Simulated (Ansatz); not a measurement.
Relaxing a structure of Pt

The start is a generated cell, Pt built in the dhcp structure type. The structure is fully relaxed (lattice and positions, P = 0) with r2SCAN (plane waves to 500 eV, PAW, scalar-relativistic; Ansatz, a first-principles code). The first steps use a coarse 13×13×4 k-mesh.

Input geometry:
```yaml
crystal:
  lattice:
    - [2.78571, 0.00000, 0.00000]
    - [-1.39286, 2.41250, 0.00000]
    - [0.00000, 0.00000, 8.96304]
  atoms:
    - { symbol: Pt, position: [0.00000, 0.00000, 0.00000] }
    - { symbol: Pt, position: [0.00000, 0.00000, 0.50000] }
    - { symbol: Pt, position: [0.33333, 0.66667, 0.25000] }
    - { symbol: Pt, position: [0.66667, 0.33333, 0.75000] }
```

What pressure does the first self-consistent step give?

+5.2 GPa (positive: the cell is compressed).

How does the volume per atom move from start to end?

+1.8 %, from 15.06 to 15.34 Å³/atom.

How do the shortest distances between atoms change?

The closest pairs of elements (up to four, under 3.6 Å), start → end: Pt–Pt 2.76 → 2.76 Å.

Is the relaxed structure metallic? Give its gap.

Zero (metallic).

Give the final cell and atomic positions.


```cif
data_Pt4
_chemical_formula_sum 'Pt4'
_space_group_name_H-M_alt 'P63/mmc'
_space_group_IT_number 194
_space_group_name_Hall '-P 6c 2c'
_cell_length_a 2.76095
_cell_length_b 2.76095
_cell_length_c 9.29301
_cell_angle_alpha 90.000
_cell_angle_beta 90.000
_cell_angle_gamma 120.000
loop_
_atom_site_label
_atom_site_type_symbol
_atom_site_symmetry_multiplicity
_atom_site_Wyckoff_symbol
_atom_site_fract_x
_atom_site_fract_y
_atom_site_fract_z
_atom_site_occupancy
Pt1 Pt 2 a 0.00000 0.00000 0.00000 1
Pt2 Pt 2 c 0.33333 0.66667 0.25000 1
```

The space group stays P6₃/mmc (No. 194) (the run could not lower it); the end is AFLOW prototype A_hP4_194_ac (A3', as in La), with 4 atoms in the primitive cell. Final values are on a 19×19×5 k-mesh of the relaxed cell. No spin polarisation in the result.

The run could not lower the symmetry of its start; a shaken copy of this end point relaxes with r2SCAN to I4/mmm (No. 139), 0.04 eV/atom lower.

The relaxed structure here is a generated cell of Pt: the first start was made by placing the elements on the sites of a structure type, and the end was not matched to a known phase here, so it may be hypothetical. Known forms of Pt include space group No. 225.
